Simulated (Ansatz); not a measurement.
Input, command and steps of an Ansatz relaxation.

```yaml
crystal:
  lattice:
    - [4.3032411504, 0.0, 0.0]
    - [-2.1516205752, 3.7267161548, 0.0]
    - [0.0, 0.0, 9.1223053343]
  atoms:
    - { symbol: Sr, position: [0.0, 0.0, 0.5] }
    - { symbol: Sr, position: [0.0, 0.0, 0.0] }
    - { symbol: As, position: [0.3333333333, 0.6666666667, 0.75] }
    - { symbol: As, position: [0.6666666667, 0.3333333333, 0.25] }
    - { symbol: Pt, position: [0.3333333333, 0.6666666667, 0.25] }
    - { symbol: Pt, position: [0.6666666667, 0.3333333333, 0.75] }
basis:
  ecutwfc: 500
kpoints:
  mp_grid: { grid: [12, 12, 4] }
hamiltonian:
  xc: r2scan
scf:
  occupations: { method: gaussian, width: 0.1 }
output:
  forces: true
  stress: true
  eigenvalues: true
relax:
  adjacent_minimum: "off"
  f_tol: 0.01
  max_steps: 30
  cell: { stress_tol: 0.1, fix: [volume] }
```

```bash
ansatz run input.yaml --threads 2 --pin off --max-ram 5120MiB --backend cpu --events-out ev --progress --plain --runs-dir out
```

The calculation used Ansatz, DFT r2SCAN, scalar-relativistic, plane waves, PAW.

The volume is held at 1.03 times that of the relaxed cell.

Of 3 frames 3 are shown, positions in Å and forces in eV/Å; the SCF threshold varies from step to step. Steps run on the plane waves of an earlier cell, with a Pulay correction in the pressure. The basis is chosen afresh for the last frame, the zero of the energies, and at times for earlier ones too; energy and pressure step there, also at an unchanged geometry.

```xyz
6
Lattice="4.3032 0.0000 0.0000 -2.1516 3.7267 0.0000 0.0000 0.0000 9.1223" Properties=species:S:1:pos:R:3:forces:R:3 pbc="T T T" step=1 free_energy_over_end_meV_per_atom=0.73 pressure_GPa=-2.40
Sr    0.0000    0.0000    4.5612    0.0000    0.0000    0.0000
Sr    0.0000    0.0000    0.0000    0.0000    0.0000    0.0000
As    0.0000    2.4845    6.8417    0.0000    0.0000    0.0000
As    2.1516    1.2422    2.2806    0.0000    0.0000    0.0000
Pt    0.0000    2.4845    2.2806    0.0000    0.0000    0.0000
Pt    2.1516    1.2422    6.8417    0.0000    0.0000    0.0000
6
Lattice="4.2839 0.0000 0.0000 -2.1420 3.7100 0.0000 0.0000 0.0000 9.2047" Properties=species:S:1:pos:R:3:forces:R:3 pbc="T T T" step=2 free_energy_over_end_meV_per_atom=-0.01 pressure_GPa=-2.06
Sr    0.0000    0.0000    4.6024    0.0000    0.0000    0.0000
Sr    0.0000    0.0000    0.0000    0.0000    0.0000    0.0000
As    0.0000    2.4733    6.9036    0.0000    0.0000    0.0000
As    2.1420    1.2367    2.3012    0.0000    0.0000    0.0000
Pt    0.0000    2.4733    2.3012    0.0000    0.0000    0.0000
Pt    2.1420    1.2367    6.9036    0.0000    0.0000    0.0000
6
Lattice="4.2839 0.0000 0.0000 -2.1420 3.7100 0.0000 0.0000 0.0000 9.2047" Properties=species:S:1:pos:R:3:forces:R:3 pbc="T T T" step=3 free_energy_over_end_meV_per_atom=0.00 pressure_GPa=-2.06
Sr    0.0000    0.0000    4.6024    0.0000    0.0000    0.0000
Sr    0.0000    0.0000    0.0000    0.0000    0.0000    0.0000
As    0.0000    2.4733    6.9036    0.0000    0.0000    0.0000
As    2.1420    1.2367    2.3012    0.0000    0.0000    0.0000
Pt    0.0000    2.4733    2.3012    0.0000    0.0000    0.0000
Pt    2.1420    1.2367    6.9036    0.0000    0.0000    0.0000
```

It took 64 s on 2 threads of Oxide Virtual Turin-like Processor (Zen 5) (shared host), peak memory 1 GiB.

Spin–orbit coupling is left out, which can shift energies with elements as heavy as these.